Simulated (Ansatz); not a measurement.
Collinear states of CuO₂

Method: Ansatz, DFT PBEsol, scalar-relativistic, plane waves, PAW.

```
Cu O
1.0
     1.41261   -5.21075    0.00000
     1.41261    5.21075    0.00000
     0.00000    0.00000    4.34342
Cu O
2 4
Direct
  0.83275 0.16725 0.25000
  0.16725 0.83275 0.75000
  0.44851 0.55149 0.25000
  0.55149 0.44851 0.75000
  0.21103 0.78897 0.25000
  0.78897 0.21103 0.75000
```

```
plane-wave cutoff                               : 420 eV
Γ-centred k-mesh                                : 14×14×8
occupation rule                                 : Gaussian smearing, 0.1 eV
list of starting moments (μB, in atom order)    : 1 1 0 0 0 0
check for lower electronic states after the SCF : off
```

All runs keep this geometry, which isn't relaxed for the lowest state (largest force there 0.536 eV/Å, pressure -8.3 GPa) and needn't be a stable compound; relaxing each order can shift differences of a few meV. Signs run over the atoms with starting moments. The large starts are 2.5 2.5 0 0 0 0 μB. The small starts are 0.5 0.5 0 0 0 0 μB. Site moments are spin moments in atom-centred spheres that scale with the neighbour distance. The states are those that the runs reached from these starts; a lower one can exist.

Starts tried: no spin; ferromagnetic; large parallel starting moments; antiferromagnetic in the cell, signs +-; small parallel starting moments. Which state comes out lowest, and what are the moments?

The lowest state is ferromagnetic, reached from the start “ferromagnetic” and the start “large parallel starting moments”, with site moments (μB) O +0.35 (×2). The moments started on Cu and end on O, so other orders of the latter weren't tried.

```csv
start,ends,energy above lowest (meV/atom),site moments (μB),gap on mesh (eV),P (GPa)
no spin,non-magnetic,3.80,none over 0.05,metal,-8.7
ferromagnetic,ferromagnetic,0.00,O +0.35 (×2),metal,-8.3
large parallel starting moments,ferromagnetic,0.00,O +0.35 (×2),metal,-8.3
"antiferromagnetic in the cell, signs +-",non-magnetic,3.80,none over 0.05,metal,-8.7
small parallel starting moments,non-magnetic,3.80,none over 0.05,metal,-8.7
```

Cost: 5 runs of about 16 core-minutes in all, on Intel Xeon Processor @ 2.70GHz (shared hosts).